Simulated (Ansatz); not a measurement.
Zone-centre modes in Rh

Computed with DFT PBEsol, scalar-relativistic, plane waves, PAW in Ansatz. The runs took a 420 eV cutoff, a Γ-centred 22×22×16 mesh and Gaussian smearing (0.15 eV). No spin polarisation.

The undisturbed cell (relaxed at this level):

```
CELL_PARAMETERS angstrom
0.00000 -1.89000 -1.89000
0.00000 1.89000 -1.89000
3.77999 0.00000 0.00000
ATOMIC_POSITIONS crystal
Rh 0.50000 0.50000 0.50000
Rh 0.00000 0.00000 0.00000
```

Harmonic modes by finite displacements of 0.02 Å, without the LO–TO term. The cell doubles the primitive one, so its zone centre also holds the primitive cell's point q = (0, 1/2, 1/2).

Question: At this geometry, is the structure stable against these modes?

Answer: Yes: no mode is imaginary beyond 10 cm⁻¹, and only the three translations lie near zero.

Question: List the wavenumbers in cm⁻¹.

Answer: 0, 0, 0, 190, 190, 238.

Cost: 1 run of about 1.7 core-minutes, on Arm Neoverse V2 (shared hosts).